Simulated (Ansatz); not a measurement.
Ansatz (a first-principles code) input:

Ansatz 0.2 input:
```yaml
crystal:
  lattice:
    - [5.7948153215, 0.0, 0.0]
    - [0.0, 3.857361638, 0.0]
    - [-2.5815003037, 0.0, 7.4656399762]
  atoms:
    - { symbol: La, position: [0.2470562889, 0.25, 0.1850808763] }
    - { symbol: La, position: [0.7529437111, 0.75, 0.8149191237] }
    - { symbol: W, position: [0.1401917385, 0.25, 0.6681439804] }
    - { symbol: W, position: [0.8598082615, 0.75, 0.3318560196] }
    - { symbol: N, position: [0.0350795547, 0.25, 0.8659677311] }
    - { symbol: N, position: [0.9649204453, 0.75, 0.1340322689] }
    - { symbol: N, position: [0.9750278726, 0.25, 0.3898159879] }
    - { symbol: N, position: [0.0249721274, 0.75, 0.6101840121] }
    - { symbol: N, position: [0.4673854631, 0.25, 0.741327778] }
    - { symbol: N, position: [0.5326145369, 0.75, 0.258672222] }
kpoints:
  mp_grid: { grid: [3, 4, 3] }
hamiltonian:
  xc: hse06
  pseudopotentials: { kind: paw }
scf:
  n_extra_bands: 10
  occupations: { method: fixed }
output:
  eigenvalues: true
  eigenstates:
    e_range: [-9.0, 10.6]
    kpoints:
      - [0.0, 0.0, 0.0]  # VBM
      - [0.0, 0.0, 0.0]  # CBM
      - [0.0, 0.0, 0.0]  # GAMMA
      - [0.0, 0.5, 0.0]  # Z
      - [0.0, 0.0, 0.5]  # B
      - [-0.5, 0.0, 0.0]  # Y_2
      - [-0.5, 0.5, 0.0]  # C_2
      - [0.0, 0.5, 0.5]  # D
      - [-0.5, 0.0, 0.5]  # A
      - [-0.5, 0.5, 0.5]  # E
```

Output (shortened):

```
Pseudopotential: La, paw, valence charge 11
Pseudopotential: W, paw, valence charge 14
Pseudopotential: N, paw, valence charge 5
Functional definition: HSE06
davidson cushion auto → on  (no smearing: the cushion is to keep the highest requested band from converging to the state above it …
Crystal: 10 atoms, lattice volume = 166.877 Å³
Basis set: ecut = 420 eV, 3283 PW (Γ)
Bands: 50, of which v1, the nominal top of the filled ones, is band 40 counted from 1 (39 counted from 0)
Symmetry: 4 space group operations
Space group: P21/m (ITA 11), of the structure as read, at distance tolerance 5.5e-5 Å
k-points: 15 of 36
SCF iter   1: F=—  HF=-35583.688486 eV  |F-HF|=—  |Δ(HF+E_count)|=         —  Δρ=9.06e-3  dr2=1.89e-1  ethr=1.77e-3  ⟨swp⟩=5.6  Hψ=3769  notcnv=0
preconditioner: auto → none
SCF iter   2: F=—  HF=-35583.748999 eV  |F-HF|=—  |Δ(HF+E_count)|=   6.05e-2  Δρ=1.28e-2  dr2=5.77e-1  ethr=2.36e-4  ⟨swp⟩=6.3  Hψ=2770  notcnv=0  defer=2  recentre
SCF iter   3: F=—  HF=-35583.665614 eV  |F-HF|=—  |Δ(HF+E_count)|=   8.34e-2  Δρ=3.51e-3  dr2=2.65e-2  ethr=2.36e-4  ⟨swp⟩=5.3  Hψ=2527  notcnv=0
iter 4 solved again at ethr=2.99e-6 eV; its pass at ethr=3.31e-5 eV (dr2=2.39e-3 eV) is discarded
SCF iter   4: F=—  HF=-35583.663989 eV  |F-HF|=—  |Δ(HF+E_count)|=   1.63e-3  Δρ=1.82e-3  dr2=2.57e-3  ethr=2.99e-6  ⟨swp⟩=5.6  Hψ=3958  notcnv=0  defer=4
SCF iter   5: F=—  HF=-35583.665168 eV  |F-HF|=—  |Δ(HF+E_count)|=   1.18e-3  Δρ=4.65e-4  dr2=3.59e-4  ethr=2.99e-6  ⟨swp⟩=3.9  Hψ=2049  notcnv=0
SCF iter   6: F=-35583.665247 eV  HF=-35583.665233 eV  |F-HF|=1.40e-5  |Δ(HF+E_count)|=   6.51e-5  Δρ=2.27e-4  dr2=5.77e-5  ethr=4.49e-7  ⟨swp⟩=4.9  Hψ=2183  notcnv=0  defer=1
SCF 1 stopped early in 6 iterations: F = -35583.665247 eV  dr2 = 5.77e-5
Crystal: 10 atoms, lattice volume = 166.877 Å³
Exchange kernel: α = 0.2500, screened, ω = 0.2079 Å⁻¹, Wigner–Seitz truncation, v(0) = 1039.4544 eV·Å³, q-mesh 3×4×3, nearest image of the exchange supercell L …
Frozen-core exchange: fock
SCF iter   1: F=—  HF=-35593.664922 eV  |F-HF|=—  |Δ(HF+E_count)|=         —  Δρ=9.85e-3  dr2=2.44e-1  ethr=7.21e-7  ⟨swp⟩=16.7  Hψ=5725  notcnv=0
preconditioner: auto → none
SCF iter   2: F=—  HF=-35593.588404 eV  |F-HF|=—  |Δ(HF+E_count)|=   7.65e-2  Δρ=4.55e-3  dr2=4.03e-2  ethr=7.21e-7  ⟨swp⟩=10.7  Hψ=4691  notcnv=0  defer=21
SCF iter   3: F=—  HF=-35593.630896 eV  |F-HF|=—  |Δ(HF+E_count)|=   4.25e-2  Δρ=2.81e-3  dr2=1.64e-2  ethr=7.21e-7  ⟨swp⟩=10.1  Hψ=4138  notcnv=0  defer=38
SCF iter   4: F=—  HF=-35593.626309 eV  |F-HF|=—  |Δ(HF+E_count)|=   4.59e-3  Δρ=9.13e-4  dr2=1.67e-3  ethr=7.21e-7  ⟨swp⟩=7.5  Hψ=3573  notcnv=0  defer=23
SCF iter   5: F=—  HF=-35593.626105 eV  |F-HF|=—  |Δ(HF+E_count)|=   2.04e-4  Δρ=4.86e-4  dr2=7.09e-4  ethr=7.21e-7  ⟨swp⟩=4.4  Hψ=2506  notcnv=0
SCF iter   6: F=—  HF=-35593.628778 eV  |F-HF|=—  |Δ(HF+E_count)|=   2.67e-3  Δρ=7.90e-4  dr2=2.01e-3  ethr=4.58e-7  ⟨swp⟩=7.5  Hψ=2995  notcnv=0  defer=4
SCF iter   7: F=—  HF=-35593.628368 eV  |F-HF|=—  |Δ(HF+E_count)|=   4.10e-4  Δρ=2.48e-4  dr2=2.07e-4  ethr=4.58e-7  ⟨swp⟩=5.4  Hψ=2545  notcnv=0
SCF iter   8: F=-35593.628315 eV  HF=-35593.628330 eV  |F-HF|=1.47e-5  |Δ(HF+E_count)|=   3.81e-5  Δρ=7.88e-5  dr2=3.31e-5  ethr=2.37e-7  ⟨swp⟩=3.1  Hψ=1839  notcnv=0
SCF 2 stopped early in 8 iterations: F = -35593.628315 eV  dr2 = 3.31e-5
hybrid outer 1: dexx = +5.497e-2 eV, tail = 1.57e-4 eV
Crystal: 10 atoms, lattice volume = 166.877 Å³
Exchange kernel: α = 0.2500, screened, ω = 0.2079 Å⁻¹, Wigner–Seitz truncation, v(0) = 1039.4544 eV·Å³, q-mesh 3×4×3, nearest image of the exchange supercell L …
Frozen-core exchange: fock
SCF iter   1: F=—  HF=-35593.626378 eV  |F-HF|=—  |Δ(HF+E_count)|=         —  Δρ=6.34e-5  dr2=9.49e-6  ethr=9.79e-7  ⟨swp⟩=9.4  Hψ=2307  notcnv=0
preconditioner: auto → none
iter 2 solved again at ethr=1.09e-9 eV; its pass at ethr=1.10e-8 eV (dr2=8.73e-7 eV) is discarded
SCF iter   2: F=—  HF=-35593.626376 eV  |F-HF|=—  |Δ(HF+E_count)|=   1.42e-6  Δρ=3.02e-5  dr2=1.16e-6  ethr=1.09e-9  ⟨swp⟩=2.5  Hψ=4226  notcnv=0
SCF iter   3: F=—  HF=-35593.626379 eV  |F-HF|=—  |Δ(HF+E_count)|=   2.88e-6  Δρ=1.95e-5  dr2=1.04e-6  ethr=1.09e-9  ⟨swp⟩=8.3  Hψ=2983  notcnv=0  defer=35
SCF iter   4: F=-35593.626379 eV  HF=-35593.626379 eV  |F-HF|=4.57e-8  |Δ(HF+E_count)|=   1.97e-7  Δρ=3.99e-6  dr2=6.28e-8  ethr=1.09e-9  ⟨swp⟩=3.9  Hψ=1926  notcnv=0  defer=7
SCF 3 converged in 4 iterations: F = -35593.626379 eV  dr2 = 6.28e-8
hybrid outer 2: dexx = +3.404e-6 eV, tail = 1.61e-7 eV, Δε = 3.30e-3 eV (about 1.29e-4 eV left of the loop's levels)
the search or the solves at the SCF's close seem to have found levels that the self-consistency loop had missed (the run counts 2) …
NSCF: frozen V_eff on 10 k-points
hybrid SCF converged: 2 outer / 12 inner (+6 warm-up), last move |dexx| = 3.40e-6 eV, tail = 1.61e-7 eV
Stability not checked (fock_operator)
Free energy (F): -35593.626379 eV
Frozen-core exchange: fock
Harris-Foulkes:  -35593.626379 eV  (|F-HF|=4.57e-8)
Internal energy: -35593.626379 eV  (E = F + TS)
E sigma→0 (E₀):  -35593.626379 eV
Fermi energy:    9.064425 eV
--- Per-component energies (eV) ---
  E_band       = -668.390369
  E_kinetic    = 2064.239525
  E_local      = -5255.180499  (includes V_loc(G=0)·N_el)
  E_nonlocal   = 459.608801
  E_hartree    = 1958.895673
  E_xc         = -940.482596
  E_vxc        = -981.000876  (∫ρ·V_xc dr)
  E_exx        = -205.573418  (= α·E_x^exact, valence–valence)
  E_paw        = -28754.510015  (= ΣΔE_a)
  E_vpaw       = -462.705568  (= ΣTr[D̂ρ^β])
  E_aug_tail   = 0.000455  (compensation charges beyond the density's cutoff)
  E_ewald      = -4914.305624
  E_core_change = -6.318681  (= ΣΔE_core)
  E_smearing   =  0.000000  (= −TS)
  E_closure    =  0.000000  (closes the sum)
  Σ components = -35593.626379   (vs F -35593.626379, Δ=-7.28e-12)
  [band-id]    e_kinetic+e_local+e_nonlocal+2·e_hartree+e_vxc+2·e_exx+e_vpaw+e_augmentation_tail = -668.393652   (vs E_band -668.390369, Δ=-3.28e-3)
--- Band table (eV; the first three rows and the last of 15) ---
  k-point 0: bands = ["-68.5583", "-68.5501", "-31.6230", "-31.6105", "-31.5428", "-31.4590", "-31.4099", "-31.3860", "-23.8592", "-23.7794", "-8.2485", "-7.6712", "-7.5904", "-6.8809", "-6.4277", "-6.3909", "-6.2170", "-5.6608", "-4.8941", "-4.8170", …
  k-point 1: bands = ["-68.5583", "-68.5501", "-31.6230", "-31.6105", "-31.5426", "-31.4591", "-31.4102", "-31.3859", "-23.8578", "-23.7805", "-8.2192", "-7.9973", "-7.2657", "-6.9965", "-6.3897", "-6.3149", "-6.2184", "-5.5654", "-5.0383", "-4.7148", …
  k-point 2: bands = ["-68.5569", "-68.5510", "-31.6186", "-31.6080", "-31.5428", "-31.5078", "-31.4027", "-31.3969", "-23.8091", "-23.7521", "-8.0872", "-7.8536", "-7.3553", "-7.3420", "-7.3065", "-6.4414", "-5.8804", "-5.4155", "-4.1682", "-3.9771", …
  k-point 14: bands = ["-68.5537", "-68.5537", "-31.6106", "-31.6106", "-31.5446", "-31.5446", "-31.4057", "-31.4057", "-23.7415", "-23.7415", "-8.3631", "-8.3631", "-7.1470", "-7.1470", "-6.8091", "-6.8091", "-5.2164", "-5.2164", "-4.8374", "-4.8374", …
```

Cost: about 8 core-minutes (a rough figure) on shared cores.

The points marked VBM and CBM come from a semilocal run.

Space group P2_1/m. The first step of the workflow began from a Materials Project structure, measured or hypothetical; the Crystallography Open Database copy checked does not list it. Its standing as an ambient phase is unchecked. The PBEsol relaxation kept the symmetry of its start; whether a distortion lowers the energy is not shown. No spin polarisation was allowed. Scalar-relativistic: spin–orbit coupling is off unless named, which matters more the heavier the elements.

Potentials: the later of the program's two PAW sets.

Ansatz is a plane-wave DFT program.
